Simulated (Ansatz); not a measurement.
**HfAu2 under strain**

Level of theory: DFT PBEsol, scalar-relativistic, plane waves, PAW (Ansatz 0.2.0). Settings: 420 eV cutoff, 10×10×4 k-mesh, Gaussian smearing of 0.10 eV, no spin polarisation.

Starting point, cell and atoms relaxed:

```xyz
6
Lattice="3.5250 0.0000 0.0000 0.0000 3.5250 0.0000 0.0000 0.0000 8.6706" Properties=species:S:1:pos:R:3 pbc="T T T"
Hf    0.0000    0.0000    0.0000
Hf    1.7625    1.7625    4.3353
Au    1.7625    1.7625    1.4557
Au    0.0000    0.0000    2.8796
Au    0.0000    0.0000    5.7910
Au    1.7625    1.7625    7.2149
```

Deformation: c alone is stretched, the rest of the cell is held and the atoms relax, all within the symmetry that the strain leaves. Energies are extrapolated to zero smearing. On this cell's mesh the reference holds a stress of up to 0.13 GPa.

Spin–orbit coupling is left out, which can shift energies with elements as heavy as these.

(1) Give the structure at +6.0 %.

## Answers

(1)
```xyz
6
Lattice="3.5250 0.0000 0.0000 0.0000 3.5250 0.0000 0.0000 0.0000 9.1909" Properties=species:S:1:pos:R:3 pbc="T T T"
Hf    0.0000    0.0000    0.0000
Hf    1.7625    1.7625    4.5954
Au    1.7625    1.7625    1.5397
Au    0.0000    0.0000    3.0558
Au    0.0000    0.0000    6.1351
Au    1.7625    1.7625    7.6512
```
Space group I4/mmm (139), 51.1 meV/atom over the relaxed crystal.